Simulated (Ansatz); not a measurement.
A relaxed cell of AlO2 is given with its symmetry left out. The cell was found from a structure generator's guess, not taken from experiment.

All numbers below come from Ansatz 0.2.0, DFT PBE, scalar-relativistic, plane waves, PAW. Cutoff 420 eV, Γ-centred mesh, Gaussian smearing, no spin polarisation.

```yaml
crystal:
  lattice:
    - [3.21868, 0.00000, 0.00000]
    - [-1.60934, 2.78746, 0.00000]
    - [0.00000, 0.00000, 4.73675]
  atoms:
    - { symbol: Al, position: [0.00000, 0.00000, 0.50000] }
    - { symbol: O, position: [0.00000, 0.00000, 0.85695] }
    - { symbol: O, position: [0.00000, 0.00000, 0.14305] }
```

The zero of energy is the elements' standard structures at the same level (O₂ as a molecule); no fitted shifts are applied.

(1) What space group does it have?

(2) How far does it lie from the elements in energy?

(3) Is it a metal?

## Answers

(1) P6/mmm (No. 191). Conventional cell: a = 3.219 Å, c = 4.737 Å. Al has 2 O at 1.69 Å; O is surrounded by 1 O at 1.36 Å and 1 Al at 1.69 Å.

(2) −0.16 eV/atom.

(3) Yes, bands cross the Fermi level on the 16×16×10 mesh.

The last run used a 16×16×10 mesh (in the run's order of axes) for its 3-atom cell and Gaussian smearing of 0.10 eV. No dispersion correction is applied, so the spacing and binding between layers, chains or molecules are poorly described. An odd number of electrons in the primitive cell allows no gap without spin; a larger cell or a magnetic state could open one. A structure relaxed within its symmetry needn't be a true minimum. Another cell of AlO2 relaxed alike but with spin, in Pnma (a cell as deposited in COD), lies 1.97 eV/atom lower, so this cell isn't the stable form at this level.
